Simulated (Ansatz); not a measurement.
Here is the system:

Si₂Mo:
Space group I4/mmm (No. 139); a = b = 3.174 Å, c = 7.777 Å, α = β = γ = 90.00°

```json
[
 {"atom": "Mo", "site": "2a", "symmetry": "4/mmm", "x": "0.0000", "y": "0.0000", "z": "0.0000"},
 {"atom": "Si", "site": "4e", "symmetry": "4mm", "x": "0.0000", "y": "0.0000", "z": "0.3352"}
]
```
(The calculation used a cell of 3 atoms; values per cell refer to that cell.)

This is the LDA-relaxed structure.

**Question.** All from DFT-LDA in the program Ansatz with PAW potentials, unless another level is named. Estimate the electronic character.

**Answer.** metallic (no gap).

**Question.** What about the formation energy from the elements (no fitted shifts)?

**Answer.** -0.59 eV/atom.

**Question.** Next, the density of states at the Fermi level?

**Answer.** 0.08 states/eV per atom (mean over ±0.08 eV).

Symmetry was held in the LDA relaxation; of distortions, only those at the zone centre were tested. The run is not spin-polarised. The references are the lowest solids computed at this level, not always the standard phases. Scalar-relativistic: spin–orbit coupling is off unless named, which matters more the heavier the elements.

Potentials: the later of the program's two PAW sets.
